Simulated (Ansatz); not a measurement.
**Lattice vibrations of Rb$_{3}$Sr$_{3}$Pb$_{2}$ at Γ**

All numbers below come from Ansatz, DFT PBE, scalar-relativistic, plane waves, PAW. Plane waves to 420 eV; Γ-centred k mesh 6×6×4; Gaussian smearing of 0.10 eV. No spin polarisation. Phonons by linear response, acoustic sum rule imposed.

Equilibrium structure at this level:
```
Rb Sr Pb
1.0
     7.82229    0.00000    0.00000
    -3.91115    6.77430    0.00000
     0.00000    0.00000    7.99393
Rb Sr Pb
3 3 2
Direct
  0.44387 0.00000 0.50000
  0.00000 0.44387 0.50000
  0.55613 0.55613 0.50000
  0.68575 0.00000 0.00000
  0.00000 0.68575 0.00000
  0.31425 0.31425 0.00000
  0.00000 0.00000 0.69666
  0.00000 0.00000 0.30334
```

The structure comes from a generated guess, relaxed at this level; another structure or a mixture of phases may lie lower. In a metal, frequencies depend on the k mesh and the smearing, soft modes most. Spin–orbit coupling is left out, which matters for heavy elements.

**Question.** Is this structure stable against zone-centre distortions?

**Answer.** No: 2 of the 21 optical modes are imaginary.

**Question.** List the optical modes at Γ (i marks imaginary ones).

**Answer.**
```csv
frequency (cm⁻¹),degeneracy
12i,2
31,2
41,1
45,2
47,2
52,1
55,1
75,2
77,1
80,2
83,2
84,1
89,1
105,1
```
